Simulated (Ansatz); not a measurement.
The cell of Ag₄Sn is invented: random cell by space group and Wyckoff sites (Pm-3m, No. 221). Its size is a rough estimate.

```xyz
5
Lattice="4.9942 0.0000 0.0000 0.0000 4.9942 0.0000 0.0000 0.0000 4.9942" Properties=species:S:1:pos:R:3 pbc="T T T"
Ag    2.4971    0.0000    0.0000
Ag    0.0000    2.4971    0.0000
Ag    0.0000    0.0000    2.4971
Ag    2.4971    2.4971    2.4971
Sn    0.0000    0.0000    0.0000
```

All numbers below come from DFT PBE, scalar-relativistic, plane waves, PAW in Ansatz 0.2.0. Cutoff 420 eV, Gaussian smearing, Γ-centred meshes. Cell and atoms relax first on a coarse mesh and then on a finer one. In between, the cell is made exact in the group found at 0.06 Å. In metals the finer mesh still leaves noise of several meV/atom or more. The steps can't lower the symmetry of their start. No spin polarisation.

A guess keeps its type if space group and coordination stay and the shape of the cell changes little (axis ratios within about 15 %, angles within 6°); the volume may change.

Question: Does this structure survive the relaxation?

Answer: It keeps its type: symmetry leaves only the cell edge free. The symmetry stays Pm-3m (No. 221). The volume per atom grows by 12.7 %, from 24.9 to 28.1 Å³. The shortest distance goes from 2.50 Å (Ag–Sn) to 2.60 Å (Ag–Sn). Counting neighbours within 15 % of an atom's shortest distance, the start has Ag 2/12, Sn 6 and the end Ag 2/12, Sn 6.

The zero of energy is the elements' standard structures at the same level; no fitted shifts are applied. The references include grey tin.

Question: At what energy does it end?

Answer: +0.62 eV/atom. It can't be a ground state, since the elements alone are lower.

The last run used an 8×8×8 mesh for its 5-atom cell and Gaussian smearing of 0.10 eV. A structure relaxed within its symmetry needn't be a true minimum.

In counts of neighbours, a slash parts the counts of unlike sites.
